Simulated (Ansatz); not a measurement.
A trial cell of Si₂C, before relaxation:

```
CELL_PARAMETERS angstrom
4.73797 0.00000 0.00000
-2.36899 4.10320 0.00000
0.00000 0.00000 4.44488
ATOMIC_POSITIONS crystal
Si 0.00000 0.00000 0.00000
Si 0.33333 0.00000 0.50000
Si 0.00000 0.33333 0.50000
Si 0.66667 0.66667 0.50000
C 0.66667 0.33333 0.00000
C 0.33333 0.66667 0.00000
```

Level of theory: DFT PBE, scalar-relativistic, plane waves, PAW in Ansatz. Cutoff 420 eV, Gaussian smearing, Γ-centred meshes. Cell and atoms relax first on a coarse mesh and then on a finer one. In between, the cell is made exact in the group found at 0.06 Å. In metals the finer mesh still leaves noise of several meV/atom or more. The steps can't lower the symmetry of their start. No spin polarisation in the relaxation; trial moments died out in a coarse test.

A guess keeps its type if space group and coordination stay and the shape of the cell changes little (axis ratios within about 15 %, angles within 6°); the volume may change.

Q: Will the relaxed cell still be of the starting type?

A: It doesn't keep its type. The symmetry stays P-62m (No. 189). The volume per atom shrinks by 23.9 %, from 14.4 to 11.0 Å³. The shortest distance goes from 2.73 Å (Si–C and Si–Si) to 2.10 Å (Si–C). The ratio c/a of the conventional cell changes by a factor of 0.55. Counting neighbours within 15 % of an atom's shortest distance, the start has C 12, Si 12 and the end C 6, Si 4/8. In detail, at the end Si on a site of symmetry -62m is surrounded by 6 Si at 2.57 Å and 2 Si at 2.73 Å; Si on a site of symmetry m2m has 4 C at 2.10 Å, 2 Si at 2.57 Å and 6 Si at 2.73–2.75 Å; around C lie 6 Si at 2.10 Å.

```
Si C
1.0
     5.27197    0.00000    0.00000
    -2.63598    4.56566    0.00000
     0.00000    0.00000    2.73297
Si C
4 2
Direct
  0.00000 0.00000 0.00000
  0.41287 0.00000 0.50000
  0.00000 0.41287 0.50000
  0.58713 0.58713 0.50000
  0.66667 0.33333 0.00000
  0.33333 0.66667 0.00000
```

The zero of energy is the elements' standard structures at the same level; no fitted shifts are applied.

Q: At what energy does it end?

A: +0.83 eV/atom. A positive value: parting into the elements would lower its energy.

The last run used a 12×12×14 mesh (in the run's order of axes) for its 6-atom cell and Gaussian smearing of 0.10 eV. The reference form of C is held partly by dispersion forces, which this level lacks. A structure relaxed within its symmetry needn't be a true minimum. Another cell of Si2C relaxed alike, in P-6m2, lies 0.59 eV/atom lower, so this cell isn't the stable form at this level.

In counts of neighbours, a slash parts the counts of unlike sites.
